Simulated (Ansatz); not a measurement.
BeSe:
```
CELL_PARAMETERS angstrom
      3.48278     0.00000     0.00000
     -1.74139     3.01618     0.00000
      0.00000     0.00000     5.49841
ATOMIC_POSITIONS crystal
  Be 0.00000 0.00000 0.00000
  Be 0.00000 0.00000 0.50000
  Se 0.66667 0.33333 0.75000
  Se 0.33333 0.66667 0.25000
```

Plane-wave PAW PBEsol (Ansatz code) gives a gap of 0.44 eV without spin–orbit coupling, maximum at Γ, minimum at K.

What happens when spin–orbit coupling is switched on?

The gap shrinks by 0.03 eV, to 0.41 eV; maximum at Γ, minimum at K.

Give the electron effective mass with spin–orbit coupling.

0.31, 0.48, 0.48 mₑ (principal values).

Give the hole effective mass with spin–orbit coupling.

0.14, 4.4, 4.4 mₑ (principal values).

Space group P6_3/mmc (NiAs type). This is a known high-pressure phase of the composition, computed here at zero pressure and temperature. The PBEsol relaxation kept the symmetry of its start; its stability against distortions is not shown here.

Potentials: the later of the program's two PAW sets.
